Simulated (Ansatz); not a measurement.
MnO2: computed property card

MnO2:
```xyz
3
Lattice="2.8488 0.0000 0.0000 -1.4244 2.4672 0.0000 0.0000 0.0000 4.5112" Properties=species:S:1:pos:R:3 pbc="T T T"
Mn     0.0000     0.0000     2.2556
O      1.4244     0.8224     1.3086
O      0.0000     1.6448     3.2027
```
The run is spin-polarised; directions of the spins, atom by atom: ↑ 0 0.

Space group P-3m1 (No. 164), CdI2 type; conventional cell a = b = 2.8488 Å, c = 4.5112 Å, α = β = 90.00°, γ = 120.00°.

Method: plane-wave PAW r²SCAN+D4 (Ansatz code). Geometry: relaxed at this level of theory. Other levels are named where they apply.

Cell and energy:

- Volume per atom: 10.57 Å³
- Density: 4.55 g/cm³
- Formation energy from the elements (no fitted shifts): -1.93 eV/atom

Electronic structure:

Band gap: 1.86 eV (indirect)
Valence-band maximum: off the standard path, at k = (-0.130, 0.125, -0.479) in fractions of the reciprocal vectors
Conduction-band minimum: at A
Smallest direct gap on the standard path: 1.97 eV

Magnetism:

* **Magnetic order**: ferromagnetic
* **Net moment**: 1.00 μB per atom

Charges:

- Bader charges = Mn +1.97, O -0.99 e

The workflow started from a Materials Project entry (that database holds measured and hypothetical structures alike); the Crystallography Open Database copy checked does not list it. It is not the phase usual at ambient conditions (space group No. 136). The r²SCAN+D4 relaxation kept the symmetry of its start; whether a distortion lowers the energy is not shown. Spin order of the final state: ferromagnetic, chosen from 4 collinear starts compared on coarse meshes (ties went to the first, and starts can fall back to one state), not a proven ground state. Other orbital occupations within this spin state were not tried. No Hubbard U is applied. The references are the lowest solids computed at this level, not always the standard phases (solids in place of the gases). The manganese reference at this level is a Cmcm phase, not α-Mn.

Potentials: the later of the program's two PAW sets.
